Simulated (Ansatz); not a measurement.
# Pt (dhcp): energy against volume

Theory: Ansatz 0.2.0, DFT, BLYP, plane waves (420 eV) with PAW, scalar-relativistic. (PAW data from PBE, frozen cores regenerated.)

The cell is scaled uniformly from the relaxed one, with fractional coordinates and shape fixed. Energies are extrapolated to zero smearing, pressures are those at the given smearing. Magnetic state: spin not included.

A Birch-Murnaghan fit gives V₀ = 16.68 Å³/atom, B₀ = 197 GPa, B₀′ = 5.6.

Task: What are the energy above the minimum and the pressure at 15.377 Å³/atom?

Result: 74.2 meV/atom and 20.41 GPa as computed.

Task: What are the energy above the minimum and the pressure at 16.046 Å³/atom?

Result: 15.9 meV/atom and 8.83 GPa as computed.

Task: What are the energy above the minimum and the pressure at 17.383 Å³/atom?

Result: 16.9 meV/atom and -6.93 GPa as computed.
